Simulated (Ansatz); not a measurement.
The relaxed structure here is a generated cell of CdO: the first start was made by placing the elements on the sites of a structure type, and the end was not matched to a known phase here, so it may be hypothetical. Known forms of CdO include space group No. 225.

The end point of a relaxation of CdO. Space group P6₃/mmc (No. 194). The numbers are results of PBEsol (plane waves to 420 eV, PAW, scalar-relativistic; Ansatz, a quantum-chemistry and plane-wave program), not measurements.

Space group P6₃/mmc (No. 194); a = 3.7055 Å, b = 3.7055 Å, c = 11.6372 Å, α = 90.00°, β = 90.00°, γ = 120.00°

```tsv
atom	site	symmetry	x	y	z
Cd	4f	3m.	0.3333	0.6667	0.1057
O	4f	3m.	0.6667	0.3333	0.1019
```

Q: What band gap does PBEsol give?

A: Zero, with touching bands (no spin-orbit coupling).

No spin polarisation in the result.

The run could not lower the symmetry of its start; a shaken copy of this end point relaxes with PBEsol to P6₃mc (No. 186), 0.15 eV/atom lower.
